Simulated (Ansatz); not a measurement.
# CaZrS3O12 — 33S nuclear quadrupole resonance

Cell: a Materials Project structure (computed, not necessarily an observed phase), atoms as given.

Space group R3c:H (No. 161); a = 9.1224, c = 23.3736 Å, γ = 120.00°.

```
site  Wyckoff  site symmetry       x       y       z
  Ca       6a             3.  0.0000  0.0000  0.3567
  Zr       6a             3.  0.0000  0.0000  0.6453
   S      18b              1  0.9505  0.3246  0.5839
 O11      18b              1  0.2080  0.0174  0.3010
 O17      18b              1  0.7913  0.9628  0.6987
 O23      18b              1  0.0117  0.7981  0.4071
 O29      18b              1  0.9612  0.1644  0.5919
```

One atom of each set is listed; the run and its k-mesh use a cell of 34 atoms with edges of 9.40, 9.40, 9.40 Å.

All values are calculated (Ansatz; DFT, PBE, plane waves and PAW, scalar-relativistic, 420 eV cutoff, Γ-centred 3×3×3 k-points, Fermi–Dirac smearing 0.02 eV), not measured.

33S: I = 3/2, Q = -69.40 mb (year-2017 value). Static lattice, zero field.

(1) At which frequencies do the 33S NQR lines lie?

## Answers

(1) For I = 3/2 there is one line, ν = (|C_Q|/2)(1 + η²/3)^½.

| site | atoms | V_zz (10²¹ V/m²) | C_Q (MHz) | η | line frequencies (MHz) |
| --- | --- | --- | --- | --- | --- |
| S | 6 | -4.05 | 6.79 | 0.40 | 3.48 |

The largest force is 0.5 eV/Å, so the atoms aren't at the calculated equilibrium and relaxing them would move these values.
